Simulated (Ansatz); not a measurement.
CdSe with a Cd vacancy: gradients before and after relaxing the atoms

Start: a supercell of CdSe (wurtzite type, P6_3mc) built from a COD entry (the entry's cell lengths or inner coordinates differ somewhat from later room-temperature determinations), with all atoms left at the host's positions.

```
CELL_PARAMETERS angstrom
8.60000 0.00000 0.00000
-4.30000 7.44782 0.00000
0.00000 0.00000 14.04000
ATOMIC_POSITIONS crystal
Cd 0.16667 0.33333 0.50000
Cd 0.16667 0.83333 0.00000
Cd 0.16667 0.83333 0.50000
Cd 0.66667 0.33333 0.00000
Cd 0.66667 0.33333 0.50000
Cd 0.66667 0.83333 0.00000
Cd 0.66667 0.83333 0.50000
Cd 0.33333 0.16667 0.25000
Cd 0.33333 0.16667 0.75000
Cd 0.33333 0.66667 0.25000
Cd 0.33333 0.66667 0.75000
Cd 0.83333 0.16667 0.25000
Cd 0.83333 0.16667 0.75000
Cd 0.83333 0.66667 0.25000
Cd 0.83333 0.66667 0.75000
Se 0.16667 0.33333 0.19250
Se 0.16667 0.33333 0.69250
Se 0.16667 0.83333 0.19250
Se 0.16667 0.83333 0.69250
Se 0.66667 0.33333 0.19250
Se 0.66667 0.33333 0.69250
Se 0.66667 0.83333 0.19250
Se 0.66667 0.83333 0.69250
Se 0.33333 0.16667 0.44250
Se 0.33333 0.16667 0.94250
Se 0.33333 0.66667 0.44250
Se 0.33333 0.66667 0.94250
Se 0.83333 0.16667 0.44250
Se 0.83333 0.16667 0.94250
Se 0.83333 0.66667 0.44250
Se 0.83333 0.66667 0.94250
```

Atoms are numbered from 1 in the order listed; like atoms form one site, named after its first atom.

The numbers come from a DFT calculation in Ansatz (PBE, plane waves and PAW, scalar-relativistic, collinear spin, 420 eV cutoff, Γ-centred 3×3×2 k-points, Fermi–Dirac smearing 0.01 eV, cell charge -1). Start moments as typed (μB): 0 0 0 0 0 0 0 0 0 0 0 0 0 0 0 0.5 0 0 0 0 0 0 0 0 0.5 0 0.5 0 0.5 0 0 by atom.

The largest force at the start is 0.69 eV/Å. Relaxing the ions at fixed cell moves them by 0.385 Å at most (atom 16, Se) and 0.140 Å rms.

| site | atom | moved (Å) | first shell before | first shell after | V_zz before (10²¹ V/m²) | η before |
| --- | --- | --- | --- | --- | --- | --- |
| Cd1 | 1 | 0.062 | 4 Se at 2.61–2.70 Å | 4 Se at 2.63–2.65 Å | 2.51 | 0.00 |
| Cd2 | 2 | 0.129 | 4 Se at 2.61–2.70 Å | 4 Se at 2.63–2.71 Å | 3.58 | 0.26 |
| Cd3 | 3 | 0.047 | 4 Se at 2.61–2.70 Å | 4 Se at 2.65 Å | 2.82 | 0.09 |
| Cd8 | 8 | 0.148 | 4 Se at 2.61–2.70 Å | 4 Se at 2.61–2.68 Å | 4.25 | 0.74 |
| Cd9 | 9 | 0.201 | 4 Se at 2.61–2.70 Å | 4 Se at 2.60–2.68 Å | 1.03 | 0.48 |
| Cd14 | 14 | 0.064 | 4 Se at 2.61–2.70 Å | 4 Se at 2.64–2.70 Å | 3.71 | 0.00 |
| Cd15 | 15 | 0.091 | 4 Se at 2.61–2.70 Å | 4 Se at 2.64–2.66 Å | 2.49 | 0.00 |
| Se16 | 16 | 0.385 | 3 Cd at 2.61 Å | 3 Cd at 2.61 Å | -18.58 | 0.00 |
| Se17 | 17 | 0.012 | 4 Cd at 2.61–2.70 Å | 4 Cd at 2.63–2.67 Å | -2.50 | 0.00 |
| Se18 | 18 | 0.061 | 4 Cd at 2.61–2.70 Å | 4 Cd at 2.64–2.71 Å | 2.16 | 0.91 |
| Se19 | 19 | 0.021 | 4 Cd at 2.61–2.70 Å | 4 Cd at 2.65–2.68 Å | -2.27 | 0.03 |
| Se24 | 24 | 0.068 | 4 Cd at 2.61–2.70 Å | 4 Cd at 2.65–2.68 Å | -3.72 | 0.19 |
| Se25 | 25 | 0.234 | 3 Cd at 2.61–2.70 Å | 3 Cd at 2.60–2.63 Å | -6.17 | 0.28 |
| Se30 | 30 | 0.064 | 4 Cd at 2.61–2.70 Å | 4 Cd at 2.65–2.70 Å | -2.30 | 0.00 |

Q: How do the gradients change?

A: 

```tsv
site	atom	V_zz after	η after	change of V_zz
Cd1	1	-0.89	0.00	-3.40
Cd2	2	-4.86	0.62	–
Cd3	3	0.15	0.89	–
Cd8	8	-4.88	0.15	–
Cd9	9	-4.91	0.21	-5.94
Cd14	14	3.29	0.00	-0.42
Cd15	15	-1.68	0.00	-4.17
Se16	16	-9.11	0.00	+9.47
Se17	17	2.30	0.00	+4.80
Se18	18	-4.09	0.28	–
Se19	19	2.23	0.07	+4.50
Se24	24	-1.26	0.82	–
Se25	25	-3.68	0.54	+2.49
Se30	30	-0.32	0.00	+1.98
```

The largest change of V_zz along a kept axis is on Se16, from -18.58 to -9.11. In per cent, |V_zz| changes by -11 on Cd, -86 to -40 on Se (all sites that start above 2, bar those whose gradient vanishes or changes sign or whose main axis turns by over 40°). Where |V_zz| stays above 0.1 and the axes keep their order, η moves most on Se25, from 0.28 to 0.54. On Cd9 V_xx and V_yy change places (or their axes turn by over 50°), so the two values of η hide a larger change. V_zz changes sign on Cd1 (same axis), Se17 (same axis), Cd15 (same axis), Se19 (axis turned by 14°), Cd9 (axis turned by 14°). On Cd8, Se24, Cd2, Cd3, Se18 the largest principal value lies along another axis in the second run, so the two V_zz can't be compared directly. The table leaves out 1 of the 15 sites, with |V_zz| up to 0.61; their tensors move by 0.16 at most along any direction. The statements above cover all sites. The electronic state changes along with the positions (absolute moment from 0.9 to 0.4 μB), so the changes aren't those of geometry alone. The host's own positions weren't relaxed first, so part of the change far from the defect can be the host's relaxation.

The defect repeats with the cell of 31 atoms, so it feels its images: sites between two images don't show the values beside a lone defect, and zeros or small values of η there can come from the images' arrangement. Cd and Se carry a gradient in the pure host already, so the values there aren't the defect's effect alone. A uniform background compensates the cell's charge. The defect cell has no gap above 0.1 eV on its mesh, so the values can hang on the smearing and the k-mesh. Without spin–orbit coupling (the program notes it for Cd) the gradients can shift somewhat, as the gap is small.
Before: The neighbours have not yet relaxed around the defect (largest force 0.69 eV/Å), so a real crystal will differ.
After: The relaxation keeps the symmetry of the vacancy's site, so distortions that break it, Jahn–Teller ones too, aren't explored.
